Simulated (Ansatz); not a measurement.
**Structures of In$_{2}$P: which is lowest?**

Plane-wave DFT in Ansatz with scalar-relativistic PAW potentials, cutoff 420 eV, Γ-centred meshes chosen by cell and gap, Gaussian smearing with energies taken to zero width. Every cell was relaxed (cell and atoms) in a run of its own, within the symmetry of its start. Functional: PBE.

Relaxed structures (starts from databases or built by putting these elements on another compound's sites):
A. P3_121, 9 atoms in the computed cell, a = 7.077 Å, c = 6.963 Å; sites (symmetry × multiplicity) In 1 × 6, P .2. × 3; start: built
B. P6/mmm, 3 atoms in the computed cell, a = 5.228 Å, c = 3.034 Å; sites (symmetry × multiplicity) In -6m2 × 2, P 6/mmm × 1; start: built

**Question.** Rank them by energy. Could pressure change the order?

**Answer.**
| structure | group | E − E(lowest) (meV/atom) | V (Å³/atom) | gap on mesh (eV) |
| --- | --- | --- | --- | --- |
| A | P3_121 | 0.0 | 33.55 | 0.00 |
| B | P6/mmm | 199 | 23.94 | 0.00 |

A is lowest, 199 meV/atom under B. B is denser by 9.62 Å³/atom, so pressure favours it: ΔE/ΔV, with ΔE in eV and 1 eV/Å³ = 160.2 GPa, gives about 3.3 GPa for equal enthalpy if both cells were rigid, a rough figure since the two compress differently. Other structures may lie lower than all of these, and vibrations aren't counted.